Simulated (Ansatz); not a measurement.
A geometry of NbRu away from equilibrium: step 2 of the relaxation of a relaxed NbRu cell shaken by Gaussian noise of σ = 0.08 Å a coordinate. Method: PBEsol (plane waves to 420 eV, PAW, scalar-relativistic; Ansatz, an electronic-structure program). Γ-centred k-mesh 9×9×4 on the run's cell (coarser than for final values), Fermi–Dirac smearing 0.05 eV.

```
CELL_PARAMETERS angstrom
      4.17980    -0.02138     0.01689
     -2.10842     3.65278     0.02458
      0.03959     0.08940     9.73496
ATOMIC_POSITIONS crystal
  Nb 0.99333 0.99209 0.93909
  Nb 0.99193 0.00175 0.43381
  Nb 0.34341 0.66461 0.24896
  Nb 0.65347 0.30155 0.73930
  Ru 0.02451 0.99751 0.19346
  Ru 0.98874 0.97432 0.68915
  Ru 0.33254 0.66670 0.51355
  Ru 0.66565 0.32024 0.01768
```

What forces act on the atoms (eV/Å)?


| atom | Fx | Fy | Fz |
|---|---|---|---|
| Nb1 | -0.05 | -0.45 | -0.04 |
| Nb2 | 0.46 | 0.01 | 0.89 |
| Nb3 | 0.13 | 0.03 | -0.45 |
| Nb4 | 0.00 | 0.54 | 0.05 |
| Ru5 | -0.44 | 0.10 | -0.75 |
| Ru6 | 0.06 | -0.15 | 0.07 |
| Ru7 | -0.23 | -0.22 | 0.27 |
| Ru8 | 0.06 | 0.14 | -0.04 |

What is the pressure?

+3.6 GPa, compression positive.

No spin polarisation in the result.

The end of the path is a generated cell of NbRu: the first start was made by placing the elements on the sites of a structure type, and the end was not matched to a known phase here, so it may be hypothetical.
